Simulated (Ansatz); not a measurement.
La2O3 (A-La2O3 type, space group P-3m1)

```xyz
5
Lattice="3.9403 0.0000 0.0000 -1.9701 3.4124 0.0000 0.0000 0.0000 6.1880" Properties=species:S:1:pos:R:3 pbc="T T T"
La     0.0000     2.2749     1.5308
La     1.9701     1.1375     4.6572
O      0.0000     0.0000     0.0000
O      0.0000     2.2749     3.9930
O      1.9701     1.1375     2.1950
```

In each cell atom 1 (La, nearest neighbour O at 2.370 Å; its periodic images, 3.9 Å or more away, move with it) moves by s·(0.831, -0.480, 0.280) (towards the nearest neighbour), the rest being held.

Method: PBE (plane waves to 420 eV, PAW, scalar-relativistic; Ansatz, a quantum-chemistry and plane-wave program). k mesh 8×8×5 (Γ-centred), Fermi-Dirac smearing 0.05 eV. E stands for the smeared free energy. Left out: 2 of 11 points, with atoms too close for the PAW data. La2O3 is run without spin polarisation. La2O3 was relaxed with its symmetry unable to fall. The zero of ΔE is the undisplaced structure.

```
s (Å)   ΔE (meV/cell)
------  -------------
-0.470            511
-0.376            332
-0.282            193
-0.188             91
-0.094             24
0.000               0
0.094              29
0.188             128
0.282        withheld
```

**Question.** Fit a polynomial form (powers 2, 3, 4) to the given rows and predict ΔE at s = 0.282.

**Answer.** Least squares on the 8 given rows: ΔE = (2992)·s² + (2804)·s³ + (2896)·s⁴, in meV/cell with s in Å; root-mean-square residual 0.2 meV/cell. At 0.282 the fit gives 319 meV/cell; the calculation gives 323 meV/cell, so the extrapolation is off by -4 (-1.2 %). The quadratic term alone would give 238 meV/cell.

(For displaced atoms, the force is minus the slope of the energy, and its curvature is a force constant, which sets phonon frequencies.)
